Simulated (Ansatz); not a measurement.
Given:

B₄C:
```cif
data_C3B12
_chemical_formula_sum 'B12 C3'
_space_group_name_H-M_alt 'P 1'
_space_group_IT_number 1
_cell_length_a 5.18562
_cell_length_b 5.18562
_cell_length_c 5.02774
_cell_angle_alpha 66.088
_cell_angle_beta 113.912
_cell_angle_gamma 114.905
loop_
_space_group_symop_operation_xyz
  'x, y, z'
loop_
_atom_site_label
_atom_site_type_symbol
_atom_site_fract_x
_atom_site_fract_y
_atom_site_fract_z
_atom_site_occupancy
B1 B 0.49175 0.50825 0.83834 1
B2 B 0.50201 0.17614 0.48398 1
B3 B 0.82386 0.49799 0.48398 1
B4 B 0.49408 0.83091 0.50544 1
B5 B 0.16909 0.50592 0.50544 1
B6 B 0.30705 0.69295 0.18084 1
B7 B 0.68960 0.31040 0.81193 1
B8 B 0.30287 0.18816 0.69506 1
B9 B 0.81184 0.69713 0.69506 1
B10 B 0.69619 0.81750 0.29881 1
B11 B 0.18250 0.30381 0.29881 1
B12 B 0.00040 0.99960 0.98788 1
C1 C 0.50331 0.49669 0.17563 1
C2 C 0.12560 0.87440 0.88130 1
C3 C 0.87851 0.12149 0.10361 1
```

This is the PBEsol-relaxed structure.

Problem. All from PBEsol in the plane-wave PAW code Ansatz, unless another level is named. Predict the Debye temperature from the elastic constants.

Solution. 1490 K.

Problem. Predict the vibrational entropy at 300 K.

Solution. 5.4 J/(K·mol of atoms).

Space group Cm. The workflow started from a Materials Project entry (that database holds measured and hypothetical structures alike); the Crystallography Open Database copy checked does not list it. Its standing as an ambient phase is unchecked. The PBEsol relaxation kept the symmetry of its start; phonons on a q-mesh show no instability.

Potentials: the earlier of the program's two PAW sets.
